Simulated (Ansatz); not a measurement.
A plane-wave DFT run in Ansatz 0.2.0 (scalar-relativistic PAW potentials unless the input names others): input and command.

```yaml
crystal:
  lattice:
    - [3.5975166209, 0.0, 0.0089937916]
    - [-1.7987583104, 3.1155407842, -0.0044968958]
    - [0.0139644003, 0.0, 5.5857601125]
  atoms:
    - { symbol: "Y", position: [0.3333333333, 0.6666666667, 0.25] }
    - { symbol: "Y", position: [0.6666666667, 0.3333333333, 0.75] }
basis:
  ecutwfc: 420
kpoints:
  mp_grid: { grid: [18, 18, 12] }
hamiltonian:
  xc: pbesol
  hubbard: { sites: [{ species: "Y", l: d, u_eff: -5.0 }] }
scf:
  occupations: { method: gaussian, width: 0.15 }
  max_iter: 80
output:
  forces: true
  eigenvalues: true
  stress: true
```

```bash
ansatz run input.yaml --threads 1 --pin off --max-ram 2560MiB --backend cpu --events-out ev --progress --plain --runs-dir out
```

Abridged log:
```
Basis set: ecut = 420 eV, 1211 PW (Γ), exchange–correlation on 50×50×80 points (8 copies of the dense FFT grid, shifted against one another)
Bands: 15, of which v1, the nominal top of the filled ones, is band 11 counted from 1 (10 counted from 0)
Symmetry: 4 space group operations
k-points: 1037 of 3888
SCF iter   1: F=—  HF=-7599.935717 eV  |F-HF|=—  |Δ(HF+E_count)|=         —  Δρ=1.08e-2  dr2=6.59e-2  ethr=3.08e-4  ⟨swp⟩=1.0  Hψ=89922  notcnv=0
SCF iter   2: F=—  HF=-7599.173655 eV  |F-HF|=—  |Δ(HF+E_count)|=   7.62e-1  Δρ=6.34e-3  dr2=3.18e-2  ethr=3.00e-4  ⟨swp⟩=2.0  Hψ=18741  notcnv=0
SCF iter   3: F=—  HF=-7598.948670 eV  |F-HF|=—  |Δ(HF+E_count)|=   2.25e-1  Δρ=2.43e-3  dr2=4.76e-3  ethr=1.44e-4  ⟨swp⟩=2.5  Hψ=29215  notcnv=0  defer=9
SCF iter   4: F=—  HF=-7598.947806 eV  |F-HF|=—  |Δ(HF+E_count)|=   8.64e-4  Δρ=7.93e-4  dr2=4.53e-4  ethr=2.16e-5  ⟨swp⟩=1.9  Hψ=19321  notcnv=0  defer=9
SCF iter   5: F=—  HF=-7598.947499 eV  |F-HF|=—  |Δ(HF+E_count)|=   3.07e-4  Δρ=1.15e-4  dr2=6.01e-6  ethr=2.06e-6  ⟨swp⟩=2.2  Hψ=20360  notcnv=0  defer=9
SCF iter   6: F=—  HF=-7598.947501 eV  |F-HF|=—  |Δ(HF+E_count)|=   1.64e-6  Δρ=3.96e-5  dr2=6.27e-7  ethr=2.73e-8  ⟨swp⟩=2.3  Hψ=25166  notcnv=0  defer=9
SCF iter   7: F=-7598.947501 eV  HF=-7598.947501 eV  |F-HF|=3.31e-8  |Δ(HF+E_count)|=   1.07e-7  Δρ=7.68e-6  dr2=4.15e-8  ethr=4.55e-10  ⟨swp⟩=4.9  Hψ=54649  notcnv=0
SCF 1 converged in 7 iterations: F = -7598.947501 eV  dr2 = 4.15e-8
SCF converged after 7 iterations
Free energy (F): -7598.947501 eV
Harris-Foulkes:  -7598.947501 eV  (|F-HF|=3.31e-8)
Internal energy: -7598.906336 eV  (E = F + TS)
E sigma→0 (E₀):  -7598.926918 eV
Entropy (-TS):   -0.041165 eV (-20.583 meV/atom)
Fermi energy:    8.642620 eV
--- Forces (eV/Å), atoms counted from 1 ---
  atom   1  Y      0.00000000     0.00017544     0.00000000
  atom   2  Y      0.00000000    -0.00017544     0.00000000
--- Stress (GPa, compression-positive) ---
       -5.946785       0.000000      -0.104623
        0.000000      -5.946776       0.000000
       -0.104623       0.000000      -5.238732
  P = ⅓ Tr σ = -5.7108 GPa (-57.108 kbar)
Occupation matrices written to <dir>
```

Task: What should be changed?

Result: The fault is an enormous or negative U (hamiltonian.hubbard: not typed → {"sites": [{"species": "Y", "l": "d", "u_eff": -5.0}]}, the first being the value of the sound run). Setting it back cures it. The run converged all the same, with an energy at zero smearing 4.4 eV/atom below the reference's (the Hamiltonian itself differs), pressure -5.71 GPa, largest force 0.000 eV/Å, no gap on the mesh, so convergence alone doesn't show that an input is right. A reference run from the same start on usual settings converged with pressure 0.05 GPa, largest force 0.000 eV/Å, no gap on the mesh.

The run took 48 s on 1 thread of Arm Neoverse V2 (shared host), peak memory 1.8 GiB.